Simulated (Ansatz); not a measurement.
Mg$_{2}$Sn (fluorite or antifluorite type, Fm-3m) under volume change, PBE (plane waves, PAW; program Ansatz), scaled uniformly.

| V (Å³/atom) | E − E(relaxed) (meV/atom) | P (GPa) |
|---|---|---|
| 24.018 | 31.9 | 4.67 |
| 24.809 | 13.4 | 2.86 |
| 25.601 | [?] | [?] |
| 26.393 | 0.0 | 0.00 |
| 27.185 | 2.9 | -1.12 |
| 27.977 | [?] | [?] |
| 28.768 | 23.2 | -2.90 |

Question: Fill in the missing entries.

Answer: 
- 27.977, E − E(relaxed) (meV/atom): 10.8
- 27.977, P (GPa): -2.08
- 25.601, E − E(relaxed) (meV/atom): 3.2
- 25.601, P (GPa): 1.32

Question: What does a third-order Birch–Murnaghan fit give for V₀, B₀ and B′?

Answer: V₀ = 26.39 Å³/atom, B₀ = 40.5 GPa, B′ = 4.3.

Symmetry was held in the PBE relaxation. Scalar-relativistic: spin–orbit coupling is off unless named, which matters more the heavier the elements.

Potentials: the later of the program's two PAW sets.
